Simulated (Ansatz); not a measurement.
## One compound in many structure types

A short materials screen. Relaxing one composition in several structure types shows which are competitive, which pressure would favour, and how volume and gap change with structure.

C, diamond serves as the reference. The reference is the lowest phase computed, which need not be the stable form in nature.

Data:

Computed with Ansatz, a plane-wave PAW program. energy: LDA, total energy at 0 K with the change to a 700 eV cutoff added (comparable within one formula alone); volume per atom: LDA, relaxed cell; gap: LDA.

Model: ΔE = E − E_ref; ΔV = V − V_ref; temperature scale ΔE/k_B = 11.605 K/meV × ΔE.

```csv
crystal,E (eV/atom),V (Å³/atom),gap (eV),ΔE (meV/atom),ΔV (Å³/atom),ΔE/k_B (K)
"C, diamond, reference",−242.998,5.51,4.17,0.0,0.00,0
"C, graphite",−242.988,8.63,0.00,10.0,3.12,120
"C, R-3m hR4",−242.983,8.98,0.00,15.0,3.47,170
"C, I4/mmm tI8",−242.777,5.82,2.26,221.0,0.31,2600
```

Model phases, started by placing the elements on a structure type or from a typed cell, with no claim that they are known: C, I4/mmm tI8. Runs started from generated or typed cells of the structure named: C, diamond; C, graphite. No claim is made that these are known or stable phases: C, R-3m hR4. Of the phases: diamond is metastable against graphite at zero pressure. No gap (0.00) means none at this level, which can close a small real gap. Spin–orbit coupling is left out unless named. LDA has no dispersion term, so the spacing of layers, chains or molecules in C, graphite, C, R-3m hR4 can be off by several percent.

Worked example:

The steps for C, I4/mmm tI8:

ΔE = 1000 × (−242.777 − (−242.998)) = 221.0 meV/atom; ΔV = 5.82 − 5.51 = 0.31 Å³/atom; ΔE/k_B: 11.605 × 221.0 = 2600 K.

Result:

Ranking by ΔE, lowest first: C, diamond (0.0 ± 5.0), C, graphite (10.0 ± 5.0) ≈ C, R-3m hR4 (15.0 ± 5.0), C, I4/mmm tI8 (221.0 ± 5.0). The ± follows from allowances picked for this note (energy 0.004 eV/atom, 3 meV/atom on the figure itself), carried to first order and added in quadrature, each row's own inputs moving alone; ≈ joins neighbours closer than their two ± added in quadrature.

Wanted are low ΔE and low volume per atom; no other row betters these on both counts: C, diamond (0.0, 5.51). The reference is on the front.

No row is clearly denser than the reference, so pressure favours none of them.

Caveats:

Vibrational free energy is left out, and phases that were not computed could lie lower. Rows are a sample of the computed phases of this formula. Limits of the draw: a spread of over 30 meV/atom, none over 0.9 eV/atom above the reference, within 8 meV/atom of the lowest or within 3 meV/atom of a neighbour. As a rule kept out of such tables: 4f compounds, open-shell compounds run without a Hubbard term, cells found unstable in the tests at hand, cells close to a higher symmetry, and runs set to a pressure or over 12 % in volume from the crystal's fullest run.
